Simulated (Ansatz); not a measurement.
Consider the following.

PbS:
```cif
data_Pb4S4
_chemical_formula_sum 'Pb4 S4'
_space_group_name_H-M_alt 'Pnma'
_space_group_IT_number 62
_space_group_name_Hall '-P 2ac 2n'
_cell_length_a 12.01644
_cell_length_b 4.20614
_cell_length_c 4.35104
_cell_angle_alpha 90.000
_cell_angle_beta 90.000
_cell_angle_gamma 90.000
loop_
_atom_site_label
_atom_site_type_symbol
_atom_site_symmetry_multiplicity
_atom_site_Wyckoff_symbol
_atom_site_fract_x
_atom_site_fract_y
_atom_site_fract_z
_atom_site_occupancy
Pb1 Pb 4 c 0.37221 0.25000 0.31855 1
S1 S 4 c 0.14431 0.25000 0.39363 1
```

This is the r²SCAN+D4-relaxed structure.

### Question
All from the program Ansatz at the r²SCAN+D4 level (PAW), unless another level is named. Estimate the formation energy from the elements (no fitted shifts).

### Answer
-669 meV/atom.

### Question
Next, the electron effective mass?

### Answer
0.19, 0.21, 0.82 mₑ (principal values).

### Question
What about the hole effective mass with spin–orbit coupling?

### Answer
0.26, 0.32, 0.99 mₑ (principal values).

### Question
Next, the weight of the conduction-edge state by species (Voronoi cells)?

### Answer
Pb 63 %, S 37 %.

The first step of the workflow began from a Materials Project structure, measured or hypothetical; the Crystallography Open Database copy checked does not list it. It is not the phase usual at ambient conditions (space group No. 225). The r²SCAN+D4 relaxation kept the symmetry of its start; its stability against distortions is not shown here. The references are the lowest solids computed at this level, not always the standard phases. Spin–orbit coupling is left out wherever it is not named.

Potentials: the later of the program's two PAW sets.

Edges and masses are those of Kohn–Sham bands, whose gap is no quasiparticle gap.
